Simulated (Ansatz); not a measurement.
Ansatz (a first-principles code) input:

Ansatz 0.2 input:
```yaml
crystal:
  lattice:
    - [4.9024863746, 0.0, 0.0]
    - [0.0, 4.9024863746, 0.0]
    - [0.0, 0.0, 4.9024863746]
  atoms:
    - { symbol: Ga, position: [0.0931951424, 0.0931951424, 0.0931951424] }
    - { symbol: Ga, position: [0.4068048576, 0.9068048576, 0.5931951424] }
    - { symbol: Ga, position: [0.5931951424, 0.4068048576, 0.9068048576] }
    - { symbol: Ga, position: [0.9068048576, 0.5931951424, 0.4068048576] }
    - { symbol: Pt, position: [0.3980521925, 0.3980521925, 0.3980521925] }
    - { symbol: Pt, position: [0.1019478075, 0.6019478075, 0.8980521925] }
    - { symbol: Pt, position: [0.8980521925, 0.1019478075, 0.6019478075] }
    - { symbol: Pt, position: [0.6019478075, 0.8980521925, 0.1019478075] }
kpoints:
  mp_grid: { grid: [6, 6, 6] }
  band_path:
    path:
      - [[0.0, 0.0, 0.0], [0.0, 0.5, 0.0], [0.5, 0.5, 0.0], [0.0, 0.0, 0.0], [0.5, 0.5, 0.5], [0.0, 0.5, 0.0]]  # Γ-X-M-Γ-R-X
      - [[0.5, 0.5, 0.5], [0.5, 0.5, 0.0], [0.5, 0.0, 0.0]]  # R-M-X_1
    npoints: 10
basis: { ecutwfc: 600, xc_grid: 2 }
hamiltonian:
  xc: pbesol
  pseudopotentials: { azcp: { folder: ./paw }, kind: paw_fr }
magnetization: { noncollinear: true, spin_orbit: true }
scf:
  n_extra_bands: 16
  convergence: { dr2_threshold: 0.0000000001 }
  occupations: { method: gaussian, width: 0.05 }
output: { eigenvalues: true }
```

Output (shortened):

```
Pseudopotential: Ga, paw, valence charge 13
Pseudopotential: Pt, paw, valence charge 18
Functional definition: PBEsol
non-collinear run that drives no moment, with spin-orbit …
Crystal: 8 atoms, lattice volume = 117.828 Å³
Basis set: ecut = 600 eV, 3887 PW (Γ), exchange–correlation on 80×80×80 points (8 copies of the dense FFT grid, shifted against one another)
Bands: 140, of which v1, the nominal top of the filled ones, is band 124 counted from 1 (123 counted from 0)
Symmetry: 12 space group operations + 12 with time reversal
k-points: 24 of 216 (time reversal used)
Projection manifold: j_resolved (fully-relativistic pseudo-atomic orbitals)
SCF iter   1: F=—  HF=-64662.092197 eV  |F-HF|=—  |Δ(HF+E_count)|=         —  Δρ=1.33e-1  dr2=2.65e1  dr2_m=0.00e0 (ungated)  ethr=3.10e-3  |M|=0.00e0 ∫|m|=0.00e0 μB  |m|>n=0.0e0 m-floor=0.0e0 τ_xc=0.0e0  β_m=0.30  ⟨swp⟩=5.2  Hψ=14011  notcnv=0  defer=13
preconditioner: auto → Resta (q_TF=auto, 2.752 Å⁻¹)
spin=Noncollinear: Resta preconditioning applied to the charge; magnetization (m_x, m_y, m_z) channels mix plain (no charge-response kernel on spin).
SCF iter   2: F=—  HF=-64657.254102 eV  |F-HF|=—  |Δ(HF+E_count)|=    4.84e0  Δρ=6.81e-2  dr2=5.93e0  dr2_m=0.00e0 (ungated)  ethr=3.10e-3  |M|=0.00e0 ∫|m|=0.00e0 μB  |m|>n=0.0e0 m-floor=0.0e0 τ_xc=0.0e0  β_m=0.44  ⟨swp⟩=2.0  Hψ=5188  notcnv=0  defer=225
preconditioner: auto → Kerker (q_TF=auto, 2.752 Å⁻¹)
spin=Noncollinear: Kerker preconditioning applied to the charge; magnetization (m_x, m_y, m_z) channels mix plain (no charge-response kernel on spin).
SCF iter   3: F=—  HF=-64655.804618 eV  |F-HF|=—  |Δ(HF+E_count)|=    1.45e0  Δρ=2.04e-2  dr2=1.64e-1  dr2_m=0.00e0 (ungated)  ethr=3.10e-3  |M|=0.00e0 ∫|m|=0.00e0 μB  |m|>n=0.0e0 m-floor=0.0e0 τ_xc=0.0e0  β_m=0.58  ⟨swp⟩=2.4  Hψ=4659  notcnv=0  defer=225
SCF iter   4: F=—  HF=-64655.779526 eV  |F-HF|=—  |Δ(HF+E_count)|=   2.51e-2  Δρ=4.77e-3  dr2=1.30e-2  dr2_m=0.00e0 (ungated)  ethr=1.32e-4  |M|=0.00e0 ∫|m|=0.00e0 μB  |m|>n=0.0e0 m-floor=0.0e0 τ_xc=0.0e0  β_m=0.57  ⟨swp⟩=2.1  Hψ=6250  notcnv=0  defer=225
SCF iter   5: F=—  HF=-64655.772774 eV  |F-HF|=—  |Δ(HF+E_count)|=   6.75e-3  Δρ=1.31e-3  dr2=1.29e-3  dr2_m=0.00e0 (ungated)  ethr=1.05e-5  |M|=0.00e0 ∫|m|=0.00e0 μB  |m|>n=0.0e0 m-floor=0.0e0 τ_xc=0.0e0  β_m=0.78  ⟨swp⟩=2.0  Hψ=5806  notcnv=0  defer=225
SCF iter   6: F=—  HF=-64655.773837 eV  |F-HF|=—  |Δ(HF+E_count)|=   1.06e-3  Δρ=4.91e-4  dr2=2.07e-4  dr2_m=0.00e0 (ungated)  ethr=1.04e-6  |M|=0.00e0 ∫|m|=0.00e0 μB  |m|>n=0.0e0 m-floor=0.0e0 τ_xc=0.0e0  β_m=0.89  ⟨swp⟩=2.0  Hψ=5627  notcnv=0  defer=225
SCF iter   7: F=—  HF=-64655.773779 eV  |F-HF|=—  |Δ(HF+E_count)|=   5.88e-5  Δρ=9.73e-5  dr2=6.79e-6  dr2_m=0.00e0 (ungated)  ethr=1.67e-7  |M|=0.00e0 ∫|m|=0.00e0 μB  |m|>n=0.0e0 m-floor=0.0e0 τ_xc=0.0e0  β_m=0.95  ⟨swp⟩=2.2  Hψ=4571  notcnv=0  defer=225
SCF iter   8: F=—  HF=-64655.773661 eV  |F-HF|=—  |Δ(HF+E_count)|=   1.18e-4  Δρ=3.35e-5  dr2=1.23e-6  dr2_m=0.00e0 (ungated)  ethr=5.48e-9  |M|=0.00e0 ∫|m|=0.00e0 μB  |m|>n=0.0e0 m-floor=0.0e0 τ_xc=0.0e0  β_m=0.97  ⟨swp⟩=2.0  Hψ=5662  notcnv=0  defer=225
SCF iter  12: F=-64655.773660 eV  HF=-64655.773660 eV  |F-HF|=1.53e-10  |Δ(HF+E_count)|=  2.47e-10  Δρ=3.10e-7  dr2=9.91e-11  dr2_m=0.00e0 (ungated)  ethr=1.00e-12  |M|=0.00e0 ∫|m|=0.00e0 μB  |m|>n=0.0e0 m-floor=0.0e0 τ_xc=0.0e0  ⟨swp⟩=8.6  Hψ=12971  notcnv=0
SCF 1 converged in 12 iterations: F = -64655.773660 eV  dr2 = 9.91e-11
NSCF: frozen V_eff on 72 k-points
SCF converged after 12 iterations
Magnetization: |M| = 0.0000 μB,  M = (+0.0000, +0.0000, +0.0000) μB
Absolute magnetization: 0.0000 μB (∫|m|)
  site 0: m = (+0.0000, +0.0000, +0.0000) μB, |m| = 0.0000 μB  (R = 1.07 Å)
  site 1: m = (+0.0000, +0.0000, +0.0000) μB, |m| = 0.0000 μB  (R = 1.07 Å)
  site 2: m = (+0.0000, +0.0000, +0.0000) μB, |m| = 0.0000 μB  (R = 1.07 Å)
  site 3: m = (+0.0000, +0.0000, +0.0000) μB, |m| = 0.0000 μB  (R = 1.07 Å)
  site 4: m = (+0.0000, +0.0000, +0.0000) μB, |m| = 0.0000 μB  (R = 1.07 Å)
  site 5: m = (+0.0000, +0.0000, +0.0000) μB, |m| = 0.0000 μB  (R = 1.07 Å)
  site 6: m = (+0.0000, +0.0000, +0.0000) μB, |m| = 0.0000 μB  (R = 1.07 Å)
  site 7: m = (+0.0000, +0.0000, +0.0000) μB, |m| = 0.0000 μB  (R = 1.07 Å)
Free energy (F): -64655.773660 eV
Harris-Foulkes:  -64655.773660 eV  (|F-HF|=1.53e-10)
Internal energy: -64655.772048 eV  (E = F + TS)
E sigma→0 (E₀):  -64655.772854 eV
Entropy (-TS):   -0.001613 eV (-0.202 meV/atom)
Fermi energy:    18.670116 eV
--- Per-component energies (eV) ---
  E_band       = -600.349025
  E_kinetic    = 2787.514314
  E_local      = -10333.967328  (includes V_loc(G=0)·N_el)
  E_nonlocal   = 500.586765
  E_hartree    = 5336.424323
  E_xc         = -1160.091926
  E_vxc        = -1289.221160  (∫ρ·V_xc dr)
  E_paw        = -45328.955935  (= ΣΔE_a)
  E_vpaw       = -2938.110292  (= ΣTr[D̂ρ^β])
  E_aug_tail   = 0.000398  (compensation charges beyond the density's cutoff)
  E_ewald      = -16461.913839
  E_core_change = 4.631181  (= ΣΔE_core)
  E_smearing   = -0.001613  (= −TS)
  E_closure    =  0.000000  (closes the sum)
  Σ components = -64655.773660   (vs F -64655.773660, Δ=0.00e0)
  [band-id]    e_kinetic+e_local+e_nonlocal+2·e_hartree+e_vxc+e_vpaw+e_augmentation_tail = -600.348658   (vs E_band -600.349025, Δ=3.68e-4)
--- Band table (eV; the first three rows and the last of 24) ---
  k-point 0: bands = ["-79.9978", "-79.9978", "-79.9915", "-79.9915", "-79.9915", "-79.9915", "-79.9915", "-79.9915", "-45.3030", "-45.3030", "-45.3030", "-45.3030", "-45.3027", "-45.3027", "-45.2781", "-45.2781", "-30.3400", "-30.3400", "-30.3333", …
  k-point 1: bands = ["-79.9975", "-79.9975", "-79.9926", "-79.9926", "-79.9914", "-79.9914", "-79.9910", "-79.9910", "-45.3054", "-45.3051", "-45.3033", "-45.3032", "-45.2990", "-45.2988", "-45.2794", "-45.2794", "-30.3483", "-30.3386", "-30.3371", …
  k-point 2: bands = ["-79.9966", "-79.9966", "-79.9939", "-79.9939", "-79.9912", "-79.9912", "-79.9908", "-79.9908", "-45.3061", "-45.3058", "-45.3044", "-45.3042", "-45.2937", "-45.2936", "-45.2829", "-45.2829", "-30.3516", "-30.3425", "-30.3403", …
  k-point 23: bands = ["-79.9931", "-79.9931", "-79.9931", "-79.9931", "-79.9931", "-79.9931", "-79.9931", "-79.9931", "-45.2969", "-45.2969", "-45.2969", "-45.2969", "-45.2969", "-45.2969", "-45.2965", "-45.2965", "-30.3576", "-30.3576", "-30.3132", …
```

Cost: very roughly 4 core-minutes on shared cores.

Space group P2_13. The workflow started from a Materials Project entry (that database holds measured and hypothetical structures alike); the Crystallography Open Database copy checked does not list it. With Ga and Pt taken as one species the cell has the higher symmetry Pa-3, so it may be an ordered model of a mixed-site phase. Whether it is the stable phase at ambient conditions was not checked. The cell was relaxed with PBEsol under the symmetry of its start; of distortions, only those at the zone centre were tested. The run is not spin-polarised.

Potentials: the earlier of the program's two PAW sets.

Ansatz is a plane-wave DFT program.
